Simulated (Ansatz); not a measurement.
Input and command of a calculation in Ansatz (plane waves; scalar-relativistic PAW potentials unless the input names others):

```yaml
crystal:
  lattice:
    - [3.0196822448, 0.0, 0.0]
    - [-1.5098411224, 2.6151215353, 0.0]
    - [0.0, 0.0, 4.800845543]
  atoms:
    - { symbol: Al, position: [0.3333333333, 0.6666666667, 0.0005228727] }
    - { symbol: Al, position: [0.6666666667, 0.3333333333, 0.5005228727] }
    - { symbol: "N", position: [0.3333333333, 0.6666666667, 0.3844771273] }
    - { symbol: "N", position: [0.6666666667, 0.3333333333, 0.8844771273] }
basis:
  ecutwfc: "550 eV"
kpoints:
  mp_grid: { grid: [12, 12, 6] }
hamiltonian:
  xc: lda
scf:
  occupations: { method: fixed }
output:
  forces: true
  eigenvalues: true
  stress: true
```

```bash
ansatz run input.yaml --threads 1 --pin off --max-ram 3072MiB --backend cpu --events-out ev --progress --plain --runs-dir out
```

Abridged log:
```
Basis set: ecut = 550 eV, 1093 PW (Γ)
Bands: 12, of which v1, the nominal top of the filled ones, is band 8 counted from 1 (7 counted from 0)
Symmetry: 12 space group operations
k-points: 76 of 864 (time reversal used)
SCF iter   1: F=—  HF=-1779.586321 eV  |F-HF|=—  |Δ(HF+E_count)|=         —  Δρ=1.01e-2  dr2=4.09e-2  ethr=1.77e-3  ⟨swp⟩=4.8  Hψ=5124  notcnv=0  defer=144
SCF iter   2: F=—  HF=-1779.574732 eV  |F-HF|=—  |Δ(HF+E_count)|=   1.16e-2  Δρ=4.93e-3  dr2=4.44e-3  ethr=2.56e-4  ⟨swp⟩=2.7  Hψ=2198  notcnv=0  defer=152
SCF iter   3: F=—  HF=-1779.573161 eV  |F-HF|=—  |Δ(HF+E_count)|=   1.57e-3  Δρ=1.65e-3  dr2=4.17e-4  ethr=2.77e-5  ⟨swp⟩=2.1  Hψ=1536  notcnv=0  defer=152
SCF iter   4: F=—  HF=-1779.572947 eV  |F-HF|=—  |Δ(HF+E_count)|=   2.14e-4  Δρ=1.78e-4  dr2=4.30e-6  ethr=2.60e-6  ⟨swp⟩=2.6  Hψ=1540  notcnv=0  defer=152
SCF iter   5: F=—  HF=-1779.572948 eV  |F-HF|=—  |Δ(HF+E_count)|=   5.20e-7  Δρ=6.35e-6  dr2=5.98e-9  ethr=2.69e-8  ⟨swp⟩=2.2  Hψ=1521  notcnv=0  defer=10
SCF iter   6: F=-1779.572948 eV  HF=-1779.572948 eV  |F-HF|=2.73e-12  |Δ(HF+E_count)|=   1.67e-9  Δρ=8.16e-7  dr2=9.94e-11  ethr=3.74e-11  ⟨swp⟩=4.1  Hψ=4721  notcnv=0
SCF 1 converged in 6 iterations: F = -1779.572948 eV  dr2 = 9.94e-11
SCF converged after 6 iterations
Free energy (F): -1779.572948 eV
Harris-Foulkes:  -1779.572948 eV  (|F-HF|=2.73e-12)
Internal energy: -1779.572948 eV  (E = F + TS)
E sigma→0 (E₀):  -1779.572948 eV
Fermi energy:    7.991467 eV
--- Forces (eV/Å), atoms counted from 1 ---
  atom   1  Al     0.00000000     0.00000000     0.00041326
  atom   2  Al     0.00000000     0.00000000     0.00041326
  atom   3  N      0.00000000     0.00000000    -0.00041857
  atom   4  N      0.00000000     0.00000000    -0.00041857
--- Stress (GPa, compression-positive) ---
       18.034721       0.000000       0.000000
        0.000000      18.034721       0.000000
        0.000000       0.000000      18.024277
  P = ⅓ Tr σ = 18.0312 GPa (180.312 kbar)
```

Apart from outputs, empty bands and the relaxation, which only the reference makes, the input differs from a reference run on usual settings in basis.ecutwfc: 420 → "550 eV". The reference, at the same geometry, ended its own course with pressure 17.99 GPa, largest force 0.000 eV/Å, gap on the mesh 4.94 eV. This run converged in 6 SCF iterations with an energy at zero smearing 3.46 meV/atom below the reference's, pressure 18.03 GPa, largest force 0.000 eV/Å, gap on the mesh 4.94 eV.

It took 4.3 s on 1 thread of Intel(R) Xeon(R) Platinum 8259CL CPU @ 2.50GHz (Skylake/Cascade Lake) (shared host), peak memory 0.39 GiB.